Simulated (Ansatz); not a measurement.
Starting cell, C (graphite type, space group P6_3/mmc):

```xyz
4
Lattice="2.4552 0.0000 0.0000 -1.2276 2.1263 0.0000 0.0000 0.0000 6.6705" Properties=species:S:1:pos:R:3 pbc="T T T"
C      0.0000     0.0000     1.6676
C      0.0000     0.0000     5.0029
C      0.0000     1.4175     1.6676
C      1.2276     0.7088     5.0029
```

Two-dimensional scan of atom 2 (C, nearest neighbour C at 1.418 Å; its periodic images, 2.5 Å or more away, move with it): u runs along (1.000, 0.000, 0.000), v along (0.000, 1.000, 0.000) (Cartesian). Cell and other atoms are fixed.

Method: r2SCAN+rVV10 (plane waves to 500 eV, PAW, scalar-relativistic; Ansatz, a quantum-chemistry and plane-wave program). k mesh 12×12×4 (Γ-centred), Fermi-Dirac smearing 0.05 eV. E stands for the smeared free energy. Points where atoms come too close for the PAW data are left out (x in tables, blank in figures). With partly filled bands, energies and forces of such displacements shift with the k mesh and the smearing. C was relaxed with its symmetry unable to fall. The PAW data are Ansatz's earlier set. ΔE is measured from the undisplaced structure. Axes are in Å.

Estimate the ΔE (meV/cell) for all points of the grid u = -0.210, -0.140, -0.070, 0.000, 0.070, 0.140, 0.210 by v = -0.210, -0.140, -0.070, 0.000, 0.070, 0.140, 0.210.

ΔE (meV/cell), with u across and v down:

```tsv
v \ u	-0.210	-0.140	-0.070	0.000	0.070	0.140	0.210
-0.210	1921	1669	1508	1449	1508	1669	1921
-0.140	1383	971	704	613	704	971	1383
-0.070	1158	602	258	143	258	602	1158
0.000	1228	550	136	0	136	550	1228
0.070	1575	776	289	128	289	776	1575
0.140	2166	1223	673	487	673	1223	2166
0.210	x	1824	1219	1018	1219	1824	x
```

(A displaced cell: forces are minus the slopes of the energy, force constants its curvatures, and phonons follow from these.)
